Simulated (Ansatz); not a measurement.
Given:

BeSe:
```cif
data_Be4Se4
_chemical_formula_sum 'Be4 Se4'
_space_group_name_H-M_alt 'P42/mnm'
_space_group_IT_number 136
_space_group_name_Hall '-P 4n 2n'
_cell_length_a 6.22906
_cell_length_b 6.22906
_cell_length_c 3.64518
_cell_angle_alpha 90.000
_cell_angle_beta 90.000
_cell_angle_gamma 90.000
loop_
_atom_site_label
_atom_site_type_symbol
_atom_site_symmetry_multiplicity
_atom_site_Wyckoff_symbol
_atom_site_fract_x
_atom_site_fract_y
_atom_site_fract_z
_atom_site_occupancy
Be1 Be 4 g 0.16907 0.16907 0.50000 1
Se1 Se 4 f 0.30921 0.30921 0.00000 1
```

This is the PBEsol-relaxed structure.

Question: All from the program Ansatz at the PBEsol level (PAW), unless another level is named. Give the band gap.

Answer: 2.73 eV (indirect).

Question: What about the electron effective mass with spin–orbit coupling?

Answer: 0.43, 0.43, 0.51 mₑ (principal values).

Question: Give the hole effective mass with spin–orbit coupling.

Answer: 0.42, 0.42, 1.2 mₑ (principal values).

Question: And the conduction-band minimum?

Answer: on the Γ–Z line, 60 % of the way from Γ (2 equivalent valleys).

Space group P4_2/mnm. The start of the workflow was typed in or built on a structure type; neither database checked (COD, Materials Project) lists it. COD files the formula under space group No. 216. Its standing as an ambient phase is unchecked. The PBEsol relaxation kept the symmetry of its start; whether a distortion lowers the energy is not shown. Scalar-relativistic: spin–orbit coupling is off unless named, which matters more the heavier the elements.

Potentials: the earlier of the program's two PAW sets. The files were generated under PBE; for other functionals the program regenerates the frozen cores, and for LDA and PBEsol the local potential too.
